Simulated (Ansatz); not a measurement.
A geometry of Ta away from equilibrium: step 2 of the relaxation of a relaxed Ta cell displaced along its unstable phonon at q = (½, 0, 0) of its primitive reciprocal cell (92i cm⁻¹), largest move 0.15 Å. Calculation: r2SCAN (plane waves to 500 eV, PAW, scalar-relativistic; Ansatz, a first-principles code). Γ-centred k-mesh 6×12×12 on the run's cell (coarser than for final values), Fermi–Dirac smearing 0.05 eV. The plane waves were selected for a different cell earlier on the path.

```xyz
2
Lattice="5.3392 0.0000 0.0000 0.0000 2.7259 0.0000 0.0000 0.0000 2.7350" Properties=species:S:1:pos:R:3 pbc="T T T"
Ta     0.0000     0.0000    -0.3455
Ta     2.6696     0.0000     0.3455
```

Q: What forces act on the atoms (eV/Å)?

A: 
```json
[
 {"atom": "Ta1", "Fx": "0.00", "Fy": "0.00", "Fz": "-0.75"},
 {"atom": "Ta2", "Fx": "0.00", "Fy": "0.00", "Fz": "0.75"}
]
```

The path ends in P6/mmm (No. 191) (AFLOW prototype A_hP1_191_a (A_f, as in Sn)). No spin polarisation in the result.

The run could not lose the symmetry of its start: the end is stationary, and may be a saddle point rather than a minimum.

The end of the path is a generated cell of Ta: the first start was made by placing the elements on the sites of a structure type, and the end was not matched to a known phase here, so it may be hypothetical. Known forms of Ta include space group No. 229.
